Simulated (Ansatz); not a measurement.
The cell of Ta3P4 is invented: ordered vacancies on the cation sites of rock salt (P4/mmm, No. 123) (occupants of the shared sites, in ratio, Ta: 3, vacant: 1). Lengths were set from tabulated atomic sizes, so they are only a guess.

```
Ta P
1.0
     3.60624    0.00000    0.00000
     0.00000    3.60624    0.00000
     0.00000    0.00000   10.20000
Ta P
3 4
Direct
  0.00000 0.00000 0.75000
  0.50000 0.50000 0.50000
  0.00000 0.00000 0.25000
  0.00000 0.00000 0.50000
  0.50000 0.50000 0.25000
  0.00000 0.00000 0.00000
  0.50000 0.50000 0.75000
```

All numbers below come from DFT PBE, scalar-relativistic, plane waves, PAW (Ansatz 0.2.0). Cutoff 420 eV, Gaussian smearing, Γ-centred meshes. Cell and atoms relax first on a coarse mesh and then on a finer one. In between, the cell is made exact in the group found at 0.06 Å. In metals the finer mesh still leaves noise of several meV/atom or more. The steps can't lower the symmetry of their start. No spin polarisation.

A guess keeps its type if space group and coordination stay and the shape of the cell changes little (axis ratios within about 15 %, angles within 6°); the volume may change.

Task: Does this structure survive the relaxation?

Result: It keeps its type. The symmetry stays P4/mmm (No. 123). The volume per atom shrinks by 6.1 %, from 19.0 to 17.8 Å³. The shortest distance goes from 2.55 Å (Ta–P) to 2.40 Å (Ta–P). The ratio c/a of the conventional cell changes by a factor of 0.98. Counting neighbours within 15 % of an atom's shortest distance, the start has P 2/5/6, Ta 6 and the end P 2/5/6, Ta 6.

The last run used a 10×10×4 mesh (in the run's order of axes) for its 7-atom cell and Gaussian smearing of 0.10 eV. Spin–orbit coupling, which can matter for Ta, is left out. The cell is a metal run without spin; a magnetic state may lie lower. A later test with randomly moved atoms led to a structure 314 meV/atom lower, so this end is a saddle point or a shallow minimum.

In counts of neighbours, a slash parts the counts of unlike sites.
